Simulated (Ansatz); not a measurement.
VBiO₄ in space group C2 (No. 5; V on 2a, Bi on 2b, O on 4c, O on 4c), the program Ansatz at the PBEsol level (PAW). The conduction-band minimum lies at M2, with 1 equivalent valley. Second derivatives d²E/dk² of the lowest band at one valley (eV·Å²), along Cartesian directions:

```tsv
direction	d²E/dk²
[100]	9.013
[010]	5.538
[001]	4.928
[110]	7.272
[101]	4.029
[011]	5.234
```

Problem. Find the principal effective masses, the density-of-states mass and the conductivity mass.

Solution. Off-diagonal terms follow from H_xy = H[110] − (H_xx + H_yy)/2, and m*/mₑ = 7.620 eV·Å² over each eigenvalue: 0.72, 1.4, 2.2. One valley's DOS mass (m₁m₂m₃)^(1/3) = 1.3, conductivity mass 3/(Σ 1/mᵢ) = 1.2 mₑ.

Problem. What effective density of states Nc follows at 300 K for parabolic valleys?

Solution. Nc = 2.509e19 × 1 × (1.3)^(3/2) ≈ 3.7e19 cm⁻³.

The workflow started from a Materials Project entry (that database holds measured and hypothetical structures alike); the Crystallography Open Database copy checked does not list it. It is not the phase usual at ambient conditions (space group No. 88). The PBEsol relaxation kept the symmetry of its start; its stability against distortions is not shown here. No spin polarisation was allowed. No Hubbard U is applied. Scalar-relativistic: spin–orbit coupling is off unless named, which matters more the heavier the elements.

Potentials: the later of the program's two PAW sets.

Edges and masses are those of Kohn–Sham bands, whose gap is no quasiparticle gap.
